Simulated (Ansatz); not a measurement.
# Tl: energy along a strain

Tl, Im-3m, a = 3.882 Å (as given, not relaxed at this level: -0.8 GPa). This isn't the element's structure at ambient conditions. Ansatz: PBEsol, PAW, 420 eV, Γ-centred 18×18×18 mesh on 1 atom, Gaussian smearing 0.15 eV; no spin polarisation. Cell vectors (Å): -1.941 1.941 1.941; 1.941 -1.941 1.941; 1.941 1.941 -1.941. The cell is strained by x per cent times the pattern (1 1 0 0 0 0) in the order xx yy zz yz xz xy (engineering shears), with fractional coordinates held. y is the free energy over the start, V0 = 29.251 Å³/atom. Points with a strain past 8.5 % were computed too (3) and aren't used here.

| x (%) | y (meV/atom) |
| --- | --- |
| -7.50 | ? |
| -5.00 | 22.27 |
| -2.50 | 0.92 |
| 0.00 | 0.00 |
| 2.50 | 14.61 |
| 5.00 | 40.89 |
| 7.50 | 76.35 |

**Question.** Fit y = c1 x + c2 x² + c3 x³ to the other rows, get the stiffness along the pattern, and predict the missing energy.

**Answer.** Least squares on the rows shown. y = 2.8858 x + 1.2661 x² − 0.039377 x³. The clamped-ion stiffness p·C·p = 2 × 12.66 eV × 160.2 / 29.251 Å³ = 139 GPa (second derivative at the start, which stands under stress). At x = -7.50 the fit asked for gives 66.19 meV/atom. The run gave 68.41 meV/atom, so the fit is 2.22 meV/atom too low, 2.9 % of the span of the series, against an rms of 0.23 meV/atom on the fitted rows. The row lies outside the fitted range. With a term in x⁴ added, a fit to the same known rows predicts 70.23 meV/atom, which misses by about as much or more on the other side: the known rows don't fix the higher terms.

Spin–orbit coupling is left out, which can shift energies with elements as heavy as these.